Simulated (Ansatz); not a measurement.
The start is a relaxed Be cell, doubled along one cell vector, shaken by Gaussian noise of σ = 0.08 Å a coordinate. Cell shape, volume and atoms are optimised at zero target pressure with r2SCAN (plane waves to 500 eV, PAW, scalar-relativistic; Ansatz, a first-principles code). The first steps use a coarse 9×5×16 k-mesh.

Starting cell:
```
CELL_PARAMETERS angstrom
      4.29724     0.00000     0.00000
     -4.29724     7.44303     0.00000
      0.00000     0.00000     2.00741
ATOMIC_POSITIONS crystal
  Be 0.50255 0.99972 0.56223
  Be 0.50841 0.51025 0.53521
  Be 0.45969 0.24876 0.48199
  Be 0.50102 0.75892 0.55850
  Be 0.96710 0.24260 0.45439
  Be 0.00383 0.76162 0.51131
```

Which atoms feel the largest initial force, and how large is it?

0.73 eV/Å, on Be1, Be5 (atoms numbered as listed).

Is the parent structure recovered?

It does not go back: it reaches P6₃/mmc (No. 194), hcp (Mg type), 0.94 eV/atom below the parent.

Is the relaxed structure metallic? Give its gap.

No gap (metallic).

Write out the relaxed structure.


```cif
data_Be2
_chemical_formula_sum 'Be2'
_space_group_name_H-M_alt 'P63/mmc'
_space_group_IT_number 194
_space_group_name_Hall '-P 6c 2c'
_cell_length_a 2.26313
_cell_length_b 2.26313
_cell_length_c 3.56312
_cell_angle_alpha 90.000
_cell_angle_beta 90.000
_cell_angle_gamma 120.000
loop_
_atom_site_label
_atom_site_type_symbol
_atom_site_symmetry_multiplicity
_atom_site_Wyckoff_symbol
_atom_site_fract_x
_atom_site_fract_y
_atom_site_fract_z
_atom_site_occupancy
Be1 Be 2 d 0.66667 0.33333 0.25000 1
```

Final values are on a 23×23×13 k-mesh of the relaxed cell. No spin polarisation in the result.

Of the parent cell (P6/mmm (No. 191)): it is a generated cell of Be: the first start was made by placing the elements on the sites of a structure type, and the end was not matched to a known phase here, so it may be hypothetical. Known forms of Be include space group No. 194.
